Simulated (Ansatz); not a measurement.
BN:
```xyz
2
Lattice="1.2488 0.7210 3.2909 -1.2488 0.7210 3.2909 0.0000 -1.4420 3.2909" Properties=species:S:1:pos:R:3 pbc="T T T"
B      0.0000     0.0000     9.8695
N      0.0000     0.0000     3.2853
```

Cartesian axes are those of the cell as given.

Q: Give the high-frequency dielectric tensor and the Born effective charge tensors of the independent atoms from DFPT, r²SCAN+D4 in the plane-wave PAW code Ansatz.

A: 
ε∞:
```
4.46  0.00  0.00
0.00  4.46  0.00
0.00  0.00  2.63
```
Z* of atom 1 (B), rows: field, columns: displacement, in e:
```
2.71  0.00  0.00
0.00  2.71  0.00
0.00  0.00  0.75
```
Z* of atom 2 (N), rows: field, columns: displacement, in e:
```
-2.71   0.00   0.00
 0.00  -2.71   0.00
 0.00   0.00  -0.75
```

Static charges for comparison (Bader): B1 +2.30, N2 -2.30 e. Born charges measure polarisation by displacement and can exceed these by far.

Space group R3m. The first step of the workflow began from a Materials Project structure, measured or hypothetical; the Crystallography Open Database copy checked does not list it. It is not the phase usual at ambient conditions (space group No. 186, 194, 216). Symmetry was held in the r²SCAN+D4 relaxation; whether a distortion lowers the energy is not shown.

Potentials: the earlier of the program's two PAW sets. The files were generated under PBE; for other functionals the program regenerates the frozen cores, and for LDA and PBEsol the local potential too.
